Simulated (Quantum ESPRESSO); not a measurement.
## GeGa2O2N2 (input and log of a self-consistent run)

A calculation, not a measurement. The program is pw.x of Quantum ESPRESSO 7.5 (plane-wave density functional theory). The cell is made up: 7 atoms on a wurtzite lattice with one site empty, with randomly drawn elements, strain and displacements, not relaxed. PseudoDojo standard norm-conserving files (v0.5 for PBE, v0.4.1 for LDA and PBEsol) set the functional; there is no spin polarisation, spin-orbit coupling or dispersion term, and the masses in the input are unused placeholders. A spin-polarised start on this cell or one of its family kept no moment.

Input:

```
&control calculation='scf', pseudo_dir='./dojo.nc.sr.pbe.v0_5.standard.upf', outdir='./o', disk_io='medium', tprnfor=.true., tstress=.true. /
&system ibrav=0, nat=7, ntyp=4, nbnd=37, ecutwfc=84.00895049, nosym=.true., tot_charge=0,
 occupations='smearing', smearing='fd', degauss=0.0018374661
/
&electrons conv_thr=7.350e-09, electron_maxstep=60, /
ATOMIC_SPECIES
Ga 1.0 Ga.upf
Ge 1.0 Ge.upf
N 1.0 N.upf
O 1.0 O.upf
CELL_PARAMETERS angstrom
3.1054 0.0 0.0
0.0 5.3787 0.0
0.0 0.0 5.0711
ATOMIC_POSITIONS angstrom
Ge 0.0371 0.0332 0.082
Ga 1.5633 2.7244 0.0734
Ga -0.0807 3.6068 2.414
O -0.0242 0.0155 1.9066
O 1.5606 2.6206 1.8389
N 1.6242 0.9294 4.4044
N 0.043 3.5721 4.4578
K_POINTS automatic
6 4 4 1 1 1
```

The log is shortened where brackets say so; the opening notice, blank lines, dates and the lines on written files are dropped, and the path of the files is cut. It prints rydbergs, bohrs and kilobars, and counts compression as positive stress. With no partly filled state, the Fermi energy that it prints is only some level between the filled and the empty states on the mesh, and need not lie in the true gap.

```
     Program PWSCF v.7.5
     Parallel version (MPI & OpenMP), running on       1 processor cores
     Number of MPI processes:                 1
     Threads/MPI process:                     1
     [start-up lines left out]
     bravais-lattice index     =            0
     lattice parameter (alat)  =       5.8684  a.u.
     unit-cell volume          =     571.6019 (a.u.)^3
     number of atoms/cell      =            7
     number of atomic types    =            4
     number of electrons       =        62.00
     number of Kohn-Sham states=           37
     kinetic-energy cutoff     =      84.0090  Ry
     charge density cutoff     =     336.0358  Ry
     scf convergence threshold =      7.3E-09
     mixing beta               =       0.7000
     number of iterations used =            8  plain     mixing
     Exchange-correlation= PBE
                           (   1   4   3   4   0   0   0)
     [axes and pseudopotential details left out]
   Cartesian axes
     site n.     atom                  positions (alat units)
         1        Ge     tau(   1) = (   0.0119469   0.0106911   0.0264056  )
         2        Ga     tau(   2) = (   0.5034134   0.8773105   0.0236362  )
         3        Ga     tau(   3) = (  -0.0259870   1.1614607   0.7773556  )
         4        O      tau(   4) = (  -0.0077929   0.0049913   0.6139628  )
         5        O      tau(   5) = (   0.5025440   0.8438848   0.5921620  )
         6        N      tau(   6) = (   0.5230244   0.2992851   1.4183036  )
         7        N      tau(   7) = (   0.0138468   1.1502866   1.4354995  )
     number of k points=    48  Fermi-Dirac smearing, width (Ry)=  0.0018
                       cart. coord. in units 2pi/alat
        k(    1) = (   0.0833333   0.0721689   0.0765465), wk =   0.0416667
        k(    2) = (   0.0833333   0.0721689   0.2296395), wk =   0.0416667
     [further k points left out]
     Dense  grid:    59499 G-vectors     FFT dimensions: (  36,  60,  60)
     Estimated max dynamical RAM per process >      77.14 MB
     Initial potential from superposition of free atoms
     starting charge      61.9938, renormalised to      62.0000
     Starting wfcs are   43 randomized atomic wfcs
     total cpu time spent up to now is        5.8 secs
     per-process dynamical memory:    49.4 Mb
     Self-consistent Calculation
     iteration #  1     ecut=    84.01 Ry     beta= 0.70
     Davidson diagonalization with overlap
     ethr =  1.00E-02,  avg # of iterations =  3.0
     total cpu time spent up to now is       19.1 secs
     total energy              =    -591.36972043 Ry
     estimated scf accuracy    <       1.80277829 Ry
     iteration #  2     ecut=    84.01 Ry     beta= 0.70
     Davidson diagonalization with overlap
     ethr =  2.91E-03,  avg # of iterations =  3.1
     total cpu time spent up to now is       32.1 secs
     total energy              =    -591.76253675 Ry
     estimated scf accuracy    <       2.44226358 Ry
     iteration #  3     ecut=    84.01 Ry     beta= 0.70
     Davidson diagonalization with overlap
     ethr =  2.91E-03,  avg # of iterations =  2.0
     total cpu time spent up to now is       44.1 secs
     total energy              =    -592.20467080 Ry
     estimated scf accuracy    <       0.08484206 Ry
     iteration #  4     ecut=    84.01 Ry     beta= 0.70
     Davidson diagonalization with overlap
     ethr =  1.37E-04,  avg # of iterations =  3.2
     total cpu time spent up to now is       57.0 secs
     total energy              =    -592.22695760 Ry
     estimated scf accuracy    <       0.00658390 Ry
     iteration #  5     ecut=    84.01 Ry     beta= 0.70
     Davidson diagonalization with overlap
     ethr =  1.06E-05,  avg # of iterations =  5.8
     total cpu time spent up to now is       71.0 secs
     total energy              =    -592.22797446 Ry
     estimated scf accuracy    <       0.00403905 Ry
     [iterations 6 to 8 left out]
     iteration #  9     ecut=    84.01 Ry     beta= 0.70
     Davidson diagonalization with overlap
     ethr =  2.94E-08,  avg # of iterations =  2.1
     total cpu time spent up to now is      117.0 secs
     total energy              =    -592.22873319 Ry
     estimated scf accuracy    <       0.00000251 Ry
     iteration # 10     ecut=    84.01 Ry     beta= 0.70
     Davidson diagonalization with overlap
     ethr =  4.06E-09,  avg # of iterations =  2.8
     total cpu time spent up to now is      128.9 secs
     total energy              =    -592.22873384 Ry
     estimated scf accuracy    <       0.00000048 Ry
     iteration # 11     ecut=    84.01 Ry     beta= 0.70
     Davidson diagonalization with overlap
     ethr =  7.67E-10,  avg # of iterations =  2.0
     total cpu time spent up to now is      139.9 secs
     total energy              =    -592.22873387 Ry
     estimated scf accuracy    <       0.00000005 Ry
     iteration # 12     ecut=    84.01 Ry     beta= 0.70
     Davidson diagonalization with overlap
     ethr =  7.70E-11,  avg # of iterations =  3.1
     total cpu time spent up to now is      153.2 secs
     total energy              =    -592.22873389 Ry
     estimated scf accuracy    <          9.0E-09 Ry
     iteration # 13     ecut=    84.01 Ry     beta= 0.70
     Davidson diagonalization with overlap
     ethr =  1.45E-11,  avg # of iterations =  2.0
     total cpu time spent up to now is      166.0 secs
     End of self-consistent calculation
          k = 0.0833 0.0722 0.0765 (  7433 PWs)   bands (ev):
   -15.3064 -15.2764 -15.2093 -15.1897 -15.1294 -10.9527  -9.1205  -7.1827
    -5.8652  -5.7003  -5.6543  -5.5133  -5.5016  -5.2239  -5.1096  -4.9841
    -4.9290  -4.4816  -3.8037   1.2977   1.8277   3.5421   4.3383   4.7059
     6.1630   6.3780   6.7208   7.3051   7.7552   8.0994   8.3781  10.8246
    12.7448  13.8661  14.9053  16.1668  16.8706
     [levels at the other k points left out]
     the Fermi energy is    10.0895 ev
!    total energy              =    -592.22873389 Ry
     estimated scf accuracy    <          1.0E-09 Ry
     smearing contrib. (-TS)   =      -0.00000000 Ry
     internal energy E=F+TS    =    -592.22873389 Ry
     The total energy is F=E-TS. E is the sum of the following terms:
     one-electron contribution =    -248.31873911 Ry
     hartree contribution      =     174.86948321 Ry
     xc contribution           =    -156.64555176 Ry
     ewald contribution        =    -362.13392623 Ry
     convergence has been achieved in  13 iterations
     Forces acting on atoms (cartesian axes, Ry/au):
     atom    1 type  2   force =     0.01192218    0.06188367   -0.05478658
     atom    2 type  1   force =     0.01985739   -0.07434656   -0.12662612
     atom    3 type  1   force =     0.03825202    0.01910517    0.08072089
     atom    4 type  4   force =     0.00439681   -0.06116760   -0.03846076
     atom    5 type  4   force =    -0.03112620    0.04193519    0.09565031
     atom    6 type  3   force =    -0.01854413   -0.04896581    0.06772733
     atom    7 type  3   force =    -0.02475806    0.06155595   -0.02422507
     Total force =     0.258277     Total SCF correction =     0.000087
     Computing stress (Cartesian axis) and pressure
          total   stress  (Ry/bohr**3)                   (kbar)     P=       44.74
   0.00036357   0.00002584   0.00013330           53.48        3.80       19.61
   0.00002584  -0.00000901  -0.00002979            3.80       -1.33       -4.38
   0.00013330  -0.00002979   0.00055782           19.61       -4.38       82.06
     init_run     :      5.39s CPU      5.78s WALL (       1 calls)
     electrons    :    135.54s CPU    160.13s WALL (       1 calls)
     forces       :      1.96s CPU      2.00s WALL (       1 calls)
     stress       :      7.12s CPU      7.17s WALL (       1 calls)
     [timing details left out]
     PWSCF        :   2m30.16s CPU   2m55.60s WALL
     JOB DONE.
```

In other units: free energy -8057.682 eV for the cell, pressure 4.47 GPa, largest force component 3.256 eV/Å. A rerun of this cell at 1437 eV and a 8 x 6 x 6 mesh moved values by no more than 0.002 eV in energy, 0.02 GPa in stress and 0.003 eV/Å in force.